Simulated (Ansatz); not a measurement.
Name crystals whose computed values (LDA in the plane-wave PAW code Ansatz) fall in these windows: highest Γ mode, no LO–TO term (cm⁻¹) 260 to 360; B₀ by P(V) fit (GPa) 43 to 60.



| crystal | highest Γ mode, no LO–TO term (cm⁻¹) | B₀ by P(V) fit (GPa) |
|---|---|---|
| MgTe, NiAs type | 310 | 53.1 |
| SnS2, Fd-3m (Sn on 16c, S on 32e) | 319 | 44.5 |
| AlInSb2, R3m (Al on 3a, In on 3a, Sb on 3a, Sb on 3a) | 312 | 50.8 |
| Mg2Sn, C2/m (Mg on 4i, Mg on 4i, Sn on 4i) | 266 | 47.8 |
| Sr3SnO, anti-perovskite | 261 | 54.3 |
Others may fit too.

Not the usual ambient phase: SnS2, Fd-3m (Sn on 16c, S on 32e). Standing as an ambient phase not checked: MgTe, NiAs type; AlInSb2, R3m (Al on 3a, In on 3a, Sb on 3a, Sb on 3a); Mg2Sn, C2/m (Mg on 4i, Mg on 4i, Sn on 4i); Sr3SnO, anti-perovskite. Perhaps ordered models of mixed-site phases: AlInSb2, R3m (Al on 3a, In on 3a, Sb on 3a, Sb on 3a). All cells were relaxed under the symmetry of their starts (and spin orders); stability against distortions was not tested throughout. Scalar-relativistic: spin–orbit coupling is off unless named, which matters more the heavier the elements.

Potentials: the later of the program's two PAW sets.
